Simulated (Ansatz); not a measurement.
## How far is PAW off for ZrH?

```
Zr H
1.0
     3.28546    0.00000    0.00000
     0.00000    3.28546    0.00000
     0.00000    0.00000    5.01311
Zr H
2 2
Direct
  0.00000 0.50000 0.00000
  0.50000 0.00000 0.50000
  0.00000 0.00000 0.75000
  0.00000 0.00000 0.25000
```

Atoms are numbered in the order listed.

The cell comes from COD entry 1540981, which wasn't checked; take it as a given geometry. The listed cell was then made from it by scaling, straining or moving an atom.

Methods: DFT, PBEsol, PAW with Ansatz's default frozen-core files, scalar-relativistic (Ansatz 0.2.0); DFT, PBEsol, all-electron PAW with datasets made for the crystal, scalar-relativistic (Ansatz 0.2.0); DFT, PBEsol, all-electron LAPW, scalar-relativistic (Ansatz 0.2.0).

For PAW: a Γ-centred 9×9×6 k mesh, Fermi–Dirac smearing of 0.02 eV, cutoff 420 eV, no spin polarisation; the PAW files were made with PBE, and the program remakes their frozen cores for this functional. The crystal-made all-electron datasets (AE datasets) take a cutoff of 260 eV at this cell. LAPW targets a basis error of 0.5 meV/atom. The Ansatz runs share mesh, smearing and spin set-up. Plane-wave (PAW) pressures include the program's estimate of the Pulay term.

Stress and pressure are positive in compression.

The change that made this cell: volume scaled by 1.04.

No spin–orbit coupling: at heavy atoms the gradients can be off by tens of per cent for that reason.

In a metal, gradients converge slowly with the k mesh: the values move by tens of per cent from one mesh to another, at times in sign, so only the comparison on one mesh counts.

```json
{"quantity": "pressure (GPa)", "PAW": "-6.71", "AE datasets": "-6.69", "LAPW": "-6.69"}
{"quantity": "stress xx (GPa)", "PAW": "-7.06", "AE datasets": "-7.04", "LAPW": "-7.04"}
{"quantity": "stress zz (GPa)", "PAW": "-6.01", "AE datasets": "-5.99", "LAPW": "-5.99"}
{"quantity": "largest principal field gradient Vzz at Zr1 (10²¹ V/m²)", "PAW": "6.69", "AE datasets": "6.66", "LAPW": "–"}
```
